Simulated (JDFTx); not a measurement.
System: Nb(110) (Im-3m bulk; lattice of mp-75, not re-optimised at this level), 1x1 cell of 4 atoms in 4 planes, area 7.78 Å² a face, 6.8 Å between the outermost planes in a cell 23.0 Å high; k mesh 8×8×1, Fermi width 0.01 Ha, no spin polarisation.

Level of theory: PBE, GBRV ultrasoft potentials, plane waves to 20/100 Ha; code: a modified build of JDFTx. Liquid: CANDLE, acetonitrile, 1 M NaF. Between zero charge and 0.31 V from it the run gives σ = 4.9 μC/cm², a mean capacitance of 15.5 μF/cm². The liquid has ε = 38.8, a 1:1 salt at 1 M with linear (Debye) response, and T = 298 K.

Working it through: the Debye length, the diffuse-layer capacitance, and the inner capacitance that is left when the two stand in series.

Each ion has density c = 1 × 6.022×10⁻⁴ = 6.022e-04 Å⁻³. λ² = ε kT / (8π (e²/4πε₀) c) with kT = 0.02568 eV and e²/4πε₀ = 14.40 eV Å gives λ = 2.14 Å; the log prints 2.14 Å. C_diffuse = ε₀ε/λ = 161 μF/cm². Then 1/C_inner = 1/15.5 − 1/161, so C_inner = 17.2 μF/cm², which equals a vacuum gap of ε₀/C_inner = 0.51 Å. The diffuse layer takes 10 % of the potential drop; the rest lies between the electrode's charge and the onset of the dielectric, with the electrode's own (quantum) capacitance in it. The split is a model: in the calculation solvent and ions share one smooth cavity.
